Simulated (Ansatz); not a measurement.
GaN (zinc blende)

```xyz
2
Lattice="0.0000 2.2743 2.2743 2.2743 0.0000 2.2743 2.2743 2.2743 0.0000" Properties=species:S:1:pos:R:3 pbc="T T T"
N      3.4114     3.4114     3.4114
Ga     0.0000     0.0000     0.0000
```

In this cell atom 2 (Ga, nearest neighbour N at 1.970 Å; its periodic images, 3.2 Å or more away, move with it) is moved by s towards the nearest neighbour, unit vector (-0.577, 0.577, 0.577); all other atoms and the cell stay fixed.

The numbers are results of PBE (plane waves to 420 eV, PAW, scalar-relativistic; Ansatz, a first-principles code), not measurements. k mesh 10×10×10 (Γ-centred), Fermi-Dirac smearing 0.05 eV. E stands for the smeared free energy. GaN was relaxed with its symmetry unable to fall. ΔE is measured from the undisplaced structure.

The scan covers s from -0.200 to 0.200 Å in 11 points.

Task: Is this a single well or a double well?

Result: A single well with its minimum at or next to zero displacement.

Task: Is the energy the same for displacements of ±0.200 Å, and if not, which side lies higher?

Result: Not even: the positive side lies higher at ±0.200 Å. With its periodic images moving along, the atom's site symmetry in this cell is -43m.

Task: What force acts on the atom along the line at s = -0.200 Å?

Result: 1.35 eV/Å.

Task: What is the force constant k = d²E/ds² of this move at s = 0?

Result: 11.4 eV/Å².

Task: With two atoms in the cell this is the zone-centre optical mode. What wavenumber follows (transverse: no LO-TO term)?

Result: 516 cm⁻¹.

(A displaced cell: forces are minus the slopes of the energy, force constants its curvatures, and phonons follow from these.)
